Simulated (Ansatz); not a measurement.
## ZnO (P6_3mc): phonons

Level of theory: r²SCAN, PAW on Ansatz 0.2.0's default frozen-core files (fitted under PBE), scalar-relativistic.

Cell and atoms were relaxed beforehand by PAW with this functional.

Command line:

```sh
ansatz run input.yaml --threads 1 --pin off --max-ram 3072MiB --backend cpu --events-out ev --progress --plain --runs-dir out
```

Input:

```yaml
crystal:
  lattice:
    - [3.23519756489, 0.0, 0.0]
    - [-1.61759878245, 2.80176327746, 0.0]
    - [0.0, 0.0, 5.21142283351]
  atoms:
    - { symbol: Zn, position: [0.333333333333, 0.666666666667, 0.499692381419] }
    - { symbol: Zn, position: [0.666666666667, 0.333333333333, -0.000307618581] }
    - { symbol: O, position: [0.666666666667, 0.333333333333, 0.379317618581] }
    - { symbol: O, position: [0.333333333333, 0.666666666667, 0.879317618581] }
kpoints:
  mp_grid: { grid: [8, 8, 4] }
scf:
  occupations: { method: fixed }
hamiltonian:
  xc: r2scan
  pseudopotentials: { kind: paw }
phonons:
  method: dfpt
  dielectric: true
  rigid_motions: translations
```

The program printed:

```
Warning: RAYON_NUM_THREADS=1 ignored (pool sized by the plan → 1); use --threads N
Engine: ansatz 0.2.0, aarch64-unknown-linux-gnu
Pseudopotentials: kind: paw
Pseudopotential: Zn, paw, valence charge 12, recommended cutoff 500 eV (meta_gga), Zn.paw.azcp
Pseudopotential: O, paw, valence charge 6, recommended cutoff 500 eV (meta_gga), O.paw.azcp
Functional definition: r2SCAN
  parameter k0 = 0.174
  parameter k1 = 0.065
  parameter a1 = 4.9479
  exchange = r2scan_x(k0 = k0, k1 = k1, a1 = a1)
  correlation = r2scan_c
Crystal: 4 atoms, lattice volume = 47.238 Å³
Basis set: ecut = 500 eV, 1165 PW (Γ), exchange–correlation on 144×144×240 points (216 copies of the dense FFT grid, shifted against one another)
Bands: 22, of which v1, the nominal top of the filled ones, is band 18 counted from 1 (17 counted from 0)
Symmetry: 12 space group operations
k-points: 78 of 256 (irreducible under 2 space group operations, time reversal used)
Non-local potential: Zn, projectors of the file, l = 0: 2, l = 1: 2, l = 2: 3, l = 3: 1
Non-local potential: O, projectors of the file, l = 0: 2, l = 1: 2, l = 2: 1
PAW form: soft (Blöchl's): semilocal exchange-correlation on the pseudo side does not see the compensation charge
PAW frozen core: Zn, regenerated for the run's functional (the file was generated under x = pbe(κ = 0.804, μ = 0.2195149727645171), c = pbe(β = 0.06672455060314922))
PAW frozen core: O, regenerated for the run's functional (the file was generated under x = pbe(κ = 0.804, μ = 0.2195149727645171), c = pbe(β = 0.06672455060314922))
PAW one-centre angular grid: Zn, 590 points (default); XC on 261 of its mesh's 2673 points in the sphere
PAW one-centre angular grid: O, 302 points (default); XC on 160 Gauss nodes
Initial density: superposition of atomic densities (neutral atoms: chi_scale 0, normalization atom), corrected by the library's trained network
Initial wavefunctions: pseudopotential atomic-orbital guess
[... 57 lines left out ...]
  Γ frequencies (cm⁻¹): 0.00 0.00 0.00 92.09 92.09 258.92 375.59 397.69 397.69 429.56 429.56 544.01
  ε∞ (high-frequency dielectric tensor):
        4.346855    -0.000000     0.000000
       -0.000000     4.346855    -0.000000
        0.000000    -0.000000     4.405460
  ε⁰ (static dielectric tensor: ions relaxed, cell fixed):
        8.822859    -0.000000     0.000000
       -0.000000     8.822859    -0.000000
        0.000000    -0.000000     9.664147
  ε⁰ − ε∞ (ionic part):
        4.476004    -0.000000     0.000000
       -0.000000     4.476004    -0.000000
        0.000000    -0.000000     5.258687
  softest optical mode at Γ: 92.09 cm⁻¹; the repairs (sum rule, projections) moved no ω² at Γ by more than (1.79 cm⁻¹)²
  Born effective charges Z* (e; rows j = field, columns β = displacement):
    site 0:
         2.08986   -0.00000    0.00000
        -0.00000    2.08986   -0.00000
         0.00000   -0.00000    2.13937
    site 1:
         2.08986   -0.00000    0.00000
        -0.00000    2.08986   -0.00000
         0.00000   -0.00000    2.13937
    site 2:
        -2.08986    0.00000   -0.00000
         0.00000   -2.08986    0.00000
        -0.00000    0.00000   -2.13937
    site 3:
        -2.08986    0.00000   -0.00000
         0.00000   -2.08986    0.00000
        -0.00000    0.00000   -2.13937
  Z* charge neutrality: 1.715e-3 e pre-enforcement
  solved inside a basis spanned on kpoints, on 14×14×8 k-points: ε∞ is read to err by 1.6e-2, Z* by 1.3e-2 e (field_mesh: kpoints solves on kpoints); Z* is corrected for what the basis lacks
  optical modes at Γ without the LO–TO term, one row a degenerate level:
      ω (cm⁻¹)  modes    IR ((D/Å)²/amu)
         92.09      2             0.0000
        258.92      1             0.0000
        375.59      1            16.4300
        397.69      2            31.3568
        429.56      2             0.0000
        544.01      1             0.0000
  optical modes at Γ + LO–TO along q̂ = [1.0000, 0.0000, 0.0000]:
      ω (cm⁻¹)  modes    IR ((D/Å)²/amu)
         92.09      2             0.0000
        258.92      1             0.0000
        375.59      1            16.4300
        397.69      1            15.6784
        429.56      2             0.0000
        544.01      1             0.0000
        566.58      1            15.6784
  optical modes at Γ + LO–TO along q̂ = [0.0000, 1.0000, 0.0000]:
      ω (cm⁻¹)  modes    IR ((D/Å)²/amu)
         92.09      2             0.0000
        258.92      1             0.0000
        375.59      1            16.4300
        397.69      1            15.6784
        429.56      2             0.0000
        544.01      1             0.0000
        566.58      1            15.6784
  optical modes at Γ + LO–TO along q̂ = [0.0000, 0.0000, 1.0000]:
      ω (cm⁻¹)  modes    IR ((D/Å)²/amu)
         92.09      2             0.0000
        258.92      1             0.0000
        397.69      2            31.3568
        429.56      2             0.0000
        544.01      1             0.0000
        556.29      1            16.4300
```

Self-consistency was reached.

### Zone-centre phonons

Harmonic phonons of a crystal by Kohn-Sham DFT at the given cell, standard atomic masses, acoustic sum rule imposed; negative wavenumbers are unstable modes; optical zone-centre levels upwards with Mulliken labels, activity, and the element with most of the kinetic energy.

```json
{"Point group": "6mm"}
```

| number | phonon wavenumber (cm⁻¹) | label | infrared | raman | lead element |
| --- | --- | --- | --- | --- | --- |
| 1 | 92.1 | E2 | no | yes | Zn |
| 2 | 258.9 | B1 | no | no | Zn |
| 3 | 375.6 | A1 | yes | yes | O |
| 4 | 397.7 | E1 | yes | yes | O |
| 5 | 429.6 | E2 | no | yes | O |
| 6 | 544 | B1 | no | no | O |

### Field response

Linear response of an insulating crystal by Kohn-Sham DFT to a field and to zone-centre displacements, local fields included; Born charges neutralised; LO modes for wave vectors along x and z; Cartesian axes as in the input.

| Item | Value |
| --- | --- |
| Dielectric electronic (x, y, z) | 4.347, 4.347, 4.405 |
| Dielectric static (x, y, z) | 8.823, 8.823, 9.664 |
| Highest phonon with field along x | 566.6 cm⁻¹ |
| Highest phonon with field along z | 556.3 cm⁻¹ |
| Highest phonon without field | 544 cm⁻¹ |

```csv
atom,born charge xx (e),born charge yy (e),born charge zz (e)
Zn1,2.09,2.09,2.139
Zn2,2.09,2.09,2.139
O3,-2.09,-2.09,-2.139
O4,-2.09,-2.09,-2.139
```

Limits of these numbers: frozen-core PAW files fitted under PBE, their cores solved anew for the functional of the run; zone-boundary modes aren't tested; field response not resolved by the mesh; no LO-TO term at the zone centre.

Cost: 8.9 min on 1 thread of Arm Neoverse V1 (shared host), peak memory 2.1 GiB.
